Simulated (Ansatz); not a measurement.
La$_{2}$O$_{3}$:
```cif
data_La2O3
_chemical_formula_sum 'La2 O3'
_space_group_name_H-M_alt 'P-3m1'
_space_group_IT_number 164
_space_group_name_Hall '-P 3 2"'
_cell_length_a 3.93533
_cell_length_b 3.93533
_cell_length_c 6.12550
_cell_angle_alpha 90.000
_cell_angle_beta 90.000
_cell_angle_gamma 120.000
loop_
_atom_site_label
_atom_site_type_symbol
_atom_site_symmetry_multiplicity
_atom_site_Wyckoff_symbol
_atom_site_fract_x
_atom_site_fract_y
_atom_site_fract_z
_atom_site_occupancy
La1 La 2 d 0.33333 0.66667 0.24611 1
O1 O 2 d 0.66667 0.33333 0.35386 1
O2 O 1 a 0.00000 0.00000 0.00000 1
```

Relaxed with r²SCAN.

Task: Tabulate the valence density and the electron localisation function along the shortest La–O contact (2.37 Å), plane-wave PAW r²SCAN (Ansatz code).

Result: 

```
distance from La (Å)  density (e/Å³)   ELF
--------------------  --------------  ----
0.24                            1.74  0.07
0.35                            1.69  0.24
0.47                            1.66  0.50
0.59                            1.61  0.69
0.71                            1.46  0.78
0.83                            1.21  0.80
0.95                            0.92  0.73
1.06                            0.66  0.51
1.18                            0.50  0.26
1.30                            0.46  0.21
1.42                            0.54  0.34
1.54                            0.77  0.61
1.66                            1.22  0.78
1.77                            2.04  0.81
1.89                            3.37  0.79
2.01                            5.13  0.69
2.13                            6.89  0.51
```

The density is the valence pseudo-density with augmentation charge, so density and ELF within about 1 Å of a nucleus are not all-electron values.

The cell was relaxed with r²SCAN under the symmetry of its start; of distortions, only those at the zone centre were tested. Spin–orbit coupling is left out wherever it is not named.

Potentials: the earlier of the program's two PAW sets.
